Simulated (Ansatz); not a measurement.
Here is the system:

FeS₂:
```yaml
crystal:
  lattice:
    - [4.36739, 0.00000, 0.00000]
    - [0.00000, 5.33321, 0.00000]
    - [0.00000, 0.00000, 3.34439]
  atoms:
    - { symbol: Fe, position: [0.00000, 0.00000, 0.00000] }
    - { symbol: Fe, position: [0.50000, 0.50000, 0.50000] }
    - { symbol: S, position: [0.20715, 0.37443, 0.00000] }
    - { symbol: S, position: [0.70715, 0.12557, 0.50000] }
    - { symbol: S, position: [0.29285, 0.87443, 0.50000] }
    - { symbol: S, position: [0.79285, 0.62557, 0.00000] }
```

This is the PBEsol-relaxed structure. Cartesian axes are those of the cell as given.

Task: All from plane-wave PAW PBEsol (Ansatz code), unless another level is named. Predict the Young's modulus.

Result: 331 GPa.

Task: What about the elastic constants (relaxed ions, GPa)?

Result: C11 = 317, C22 = 451, C33 = 342, C12 = 46.8, C13 = 127, C23 = 52.9, C44 = 103, C55 = 163, C66 = 163.

Space group Pnnm. Symmetry was held in the PBEsol relaxation. The workflow began spin-polarised and lost its moments.

Potentials: the later of the program's two PAW sets.
